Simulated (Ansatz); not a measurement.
**CdI2-type RuBr₂**

Method: PBEsol, scalar-relativistic; no spin polarisation; PAW, 420 eV, 10×10×6 k-mesh, Gaussian smearing of 0.05 eV; code Ansatz; PAW files: Ansatz's generated set soft_2.

```yaml
crystal:
  lattice:
    - [3.72425, 0.00000, 0.00000]
    - [-1.86212, 3.22529, 0.00000]
    - [0.00000, 0.00000, 5.79956]
  atoms:
    - { symbol: Ru, position: [0.00000, 0.00000, 0.00000] }
    - { symbol: Br, position: [0.33333, 0.66667, 0.22140] }
    - { symbol: Br, position: [0.66667, 0.33333, 0.77860] }
```

This is a trial structure made by placing the elements on a prototype's sites, so it needn't be the stable form.

Cell and atoms are those of this level's equilibrium.

The cell has space group P-3m1 (read at 0.01 Å). In it the stress is 0.01, 0.01, 0.00, 0.00, 0.00, 0.00 GPa and the largest force component 0.000 eV/Å. Each change below starts from this cell, without further relaxation. Stress is in GPa, positive in compression, in the order xx, yy, zz, yz, xz, xy; energies are counted from the cell above.

**Question.** What happens when atom 1 (Ru) is moved by 0.02 Å along x?

**Answer.** The energy changes by 2.5 meV per cell, and the force on it along the shift is -0.248 eV/Å (−F/u = 12.38 eV/Å²). Stress: 0.04, 0.01, 0.02, -0.01, 0.00, 0.00.
| atom | Fx (eV/Å) | Fy | Fz |
| --- | --- | --- | --- |
| Ru1 | -0.248 | 0.000 | 0.000 |
| Br2 | 0.124 | -0.002 | 0.003 |
| Br3 | 0.124 | 0.002 | -0.003 |
In a harmonic crystal the energy would rise by −½F·u = ½ × 12.38 × 0.02² eV = 2.5 meV, which matches.

**Question.** A single strain component, atoms carried along, gave the stress -0.58, -0.58, -0.76, 0.00, 0.00, 0.00. Which component, and about how large?

**Answer.** An engineering strain of 1 % in zz; the energy changes by 1.7 meV per cell.

The structure is built of weakly bound layers, and this functional has no dispersion term, so their spacing and all that hangs on it (volume, the soft elastic constants, low modes, dielectric constants) are poorly given.
